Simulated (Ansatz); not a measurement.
# Two states of Ni2AgS2

```
Ni S Ag
1.0
     0.00000    3.64037    0.00000
     3.64037    0.00000    0.00000
     1.82018    1.82018   -6.12968
Ni S Ag
2 2 1
Direct
  0.75000 0.25000 0.50000
  0.25000 0.75000 0.50000
  0.36000 0.36000 0.28000
  0.64000 0.64000 0.72000
  0.00000 0.00000 0.00000
```

Level: r2SCAN, with U_eff = 5.93 eV on Ni d (all-electron-ortho-atomic projectors); 500 eV; 6×6×6 Γ-centred mesh; fermi-dirac occupations (width 0.1 eV); Ansatz 0.2.0, fixed geometry.

State A: Ni1 up, Ni2 down (collinear spin). State B: Ni1 up, Ni2 up (collinear spin).

Q: Which state is lower, and how do they differ?

A: State B is lower by 6.8 meV an atom at zero smearing; in free energy at this smearing B lies -1.0 meV an atom from A. So small a gap isn't resolved on this mesh where a state is a metal.

```
state  free energy (meV/atom)  largest moment in a small sphere (μB)  net moment (μB/cell)  gap on mesh (eV)  pressure (GPa)  largest force (eV/Å)
    A                     1.0                                   0.98                  0.00             metal             8.5                  1.71
    B                     0.0                                   1.59                  2.99         semimetal            12.2                  2.28
```

Origin: a known structure type with other elements, at an estimated volume, so it need not be a known compound. Caveats: the state breaks the symmetry of the cell; another magnetic order, which this cell may not hold, can open a gap; the k mesh is coarse if the cell is a metal; atoms or cell far from equilibrium.
